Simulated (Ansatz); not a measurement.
# ZnO: from a starting cell to a relaxed one

The start is a generated cell, ZnO placed in the 6H structure type. Cell shape, volume and atoms are optimised at zero target pressure with PBE (plane waves to 420 eV, PAW, scalar-relativistic; Ansatz, a quantum-chemistry and plane-wave program). The first steps use a coarse 7×7×2 k-mesh.

Input geometry:
```yaml
crystal:
  lattice:
    - [3.14048, 0.00000, 0.00000]
    - [-1.57024, 2.71974, 0.00000]
    - [0.00000, 0.00000, 15.41023]
  atoms:
    - { symbol: Zn, position: [0.00000, 0.00000, 0.00000] }
    - { symbol: Zn, position: [0.00000, 0.00000, 0.50000] }
    - { symbol: Zn, position: [0.66667, 0.33333, 0.83325] }
    - { symbol: Zn, position: [0.33333, 0.66667, 0.33325] }
    - { symbol: Zn, position: [0.66667, 0.33333, 0.16650] }
    - { symbol: Zn, position: [0.33333, 0.66667, 0.66650] }
    - { symbol: O, position: [0.00000, 0.00000, 0.87460] }
    - { symbol: O, position: [0.00000, 0.00000, 0.37460] }
    - { symbol: O, position: [0.66667, 0.33333, 0.70785] }
    - { symbol: O, position: [0.33333, 0.66667, 0.20785] }
    - { symbol: O, position: [0.66667, 0.33333, 0.04150] }
    - { symbol: O, position: [0.33333, 0.66667, 0.54150] }
```

### Question
How much energy is released per atom?

### Answer
0.07 eV/atom.

### Question
Give the final cell and atomic positions.

### Answer

Space group P6₃mc (No. 186); a = b = 3.270 Å, c = 15.965 Å, α = β = 90.00°, γ = 120.00°

| atom | site | symmetry | x | y | z |
|---|---|---|---|---|---|
| Zn | 2a | 3m. | 0.0000 | 0.0000 | 0.4999 |
| Zn | 2b | 3m. | 0.3333 | 0.6667 | 0.3334 |
| Zn | 2b | 3m. | 0.6667 | 0.3333 | 0.1666 |
| O | 2a | 3m. | 0.0000 | 0.0000 | 0.3747 |
| O | 2b | 3m. | 0.3333 | 0.6667 | 0.2079 |
| O | 2b | 3m. | 0.6667 | 0.3333 | 0.0411 |

The space group stays P6₃mc (No. 186) (the run could not lower it); the end is AFLOW prototype AB_hP12_186_a2b_a2b (B6, as in SiC), with 12 atoms in the primitive cell. Final values are on a 9×9×2 k-mesh of the relaxed cell. No spin polarisation in the result.

The run could not lose the symmetry of its start; a randomly shaken copy of 12 atoms returns to this structure.

The first start was generated by placing the elements on the sites of a structure type. A measured structure of ZnO has the same space group, P6₃mc (No. 186); the sites were not compared with it.
